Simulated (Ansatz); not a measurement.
## Structure relaxation, MgB2

The start is a relaxed MgB2 cell displaced along its unstable phonon at q = Γ (147i cm⁻¹), largest move 0.15 Å. The cell and all atomic positions are relaxed at zero pressure with PBEsol (plane waves to 420 eV, PAW, scalar-relativistic; Ansatz, a program for electronic structure). The first steps use a coarse 12×12×5 k-mesh.

The start:
```
CELL_PARAMETERS angstrom
      2.74688    -1.51867     0.00000
      2.74688     1.51867     0.00000
     -1.03981     0.00000     7.49964
ATOMIC_POSITIONS crystal
  B  0.70597 0.80474 0.10107
  B  0.39676 0.47512 0.10756
  B  0.29403 0.19526 0.89893
  B  0.60324 0.52488 0.89244
  Mg 0.10776 0.14857 0.33088
  Mg 0.89224 0.85143 0.66912
```

Task: Which atoms feel the largest initial force, and how large is it?

Result: 0.47 eV/Å, on B2, B4 (atoms numbered as listed).

Task: By how much does the energy per atom fall from start to end?

Result: 0.01 eV/atom.

Task: Is the parent structure recovered?

Result: It does not go back: it reaches P-1 (No. 2), 0.01 eV/atom below the parent.

Task: How do the shortest distances between atoms change?

Result: The closest pairs of elements (up to four, under 3.6 Å), start → end: B–B 1.76 → 1.78 Å; B–Mg 2.37 → 2.42 Å; Mg–Mg 3.04 → 3.10 Å.

Task: What band gap does the relaxed structure have at this level?

Result: Zero (metallic).

Final values are on a 14×14×5 k-mesh of the relaxed cell. No spin polarisation in the result.

The run could not lose the symmetry of its start, so the end can be a saddle point.

The relaxed structure here is a generated cell of MgB2: the first start was made by placing the elements on the sites of a structure type, and the end was not matched to a known phase here, so it may be hypothetical. Known forms of MgB2 include space group No. 191.
